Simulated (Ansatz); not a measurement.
Relaxed-ion elastic tensor of Ni (fcc (Cu type), space group No. 225) in GPa (Voigt order), the program Ansatz at the r²SCAN level (PAW); density 9.27 g/cm³, 10.52 Å³ per atom.

```
310  173  173  0.0  0.0  0.0
173  310  173  0.0  0.0  0.0
173  173  310  0.0  0.0  0.0
0.0  0.0  0.0  147  0.0  0.0
0.0  0.0  0.0  0.0  147  0.0
0.0  0.0  0.0  0.0  0.0  147
```

Q: Is the crystal mechanically stable?

A: Yes: the smallest eigenvalue of C is 136 GPa.

Q: Work out the Voigt, Reuss and Hill averages.

A: K_V = 219, K_R = 219, K_H = 219; G_V = 115, G_R = 100, G_H = 108 GPa.

Q: Give Young's modulus, Poisson's ratio, Pugh's ratio and the universal anisotropy index.

A: E = 9KG/(3K + G) = 278 GPa; ν = 0.29; K/G = 2.03 (ductile by the Pugh limit of 1.75); A_U = 5G_V/G_R + K_V/K_R − 6 = 0.74.

Q: Estimate the sound speeds and the Debye temperature.

A: v_l = √((K + 4G/3)/ρ) = 6260 m/s, v_t = √(G/ρ) = 3410 m/s, mean 3810 m/s; Θ = (h/k)(3n/4πV)^(1/3) v_m = 517 K.

Q: Give the Zener ratio and Young's modulus along [100], [110] and [111].

A: A = 2C44/(C11 − C12) = 2.16; 1/E = S11 − 2(S11 − S12 − S44/2)Γ with Γ = 0, 1/4, 1/3 gives 185, 291, 360 GPa.

Q: Solve the Christoffel equation for the three sound speeds along [100], [110], [111].

A: Eigenvalues of C_ijkl n_j n_l equal ρv². In km/s, slowest first: [100] 3.98, 3.98, 5.78; [110] 2.71, 3.98, 6.47; [111] 3.19, 3.19, 6.69.

Space group Fm-3m (fcc (Cu type)). The cell was relaxed with r²SCAN under the symmetry of its start. Spin order of the final state: ferromagnetic, chosen from 4 collinear starts compared on coarse meshes (ties went to the first, and starts can fall back to one state), not a proven ground state. Textbook magnetic order: ferromagnetic. Other orbital occupations within this spin state were not tried. As this level gives no gap, shear constants depend on the k-mesh and smearing (Fermi–Dirac, 0.1 eV here).

Potentials: the later of the program's two PAW sets.
